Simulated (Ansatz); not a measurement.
YSe (rock salt, Fm-3m), PBE (plane waves, PAW; program Ansatz), all energies at zero smearing, with the estimated change up to a 700 eV cutoff added, with one set of potentials and settings (totals compare only within such a set). Cell of 2 atoms (1 Se, 1 Y): -9321.312 eV.

```csv
element,reference phase,E (eV/atom)
Se,"P3_121, 3 atoms in the cell",-5469.0798
Y,"P6_3/mmc, 2 atoms in the cell",-3848.6668
```

Formation energy per atom, worked out: (-9321.312 − 1×(-5469.0798) − 1×(-3848.6668))/2 = -1.783 eV/atom (-172 kJ per mol of atoms), at 0 K, without zero-point energy or fitted corrections.

The workflow started from an entry of the Crystallography Open Database (COD). Its standing as an ambient phase is unchecked. The cell was relaxed with PBE under the symmetry of its start; its stability against distortions is not shown here. No spin polarisation was allowed. The references are the lowest solids computed at this level, not always the standard phases.

Potentials: the later of the program's two PAW sets.
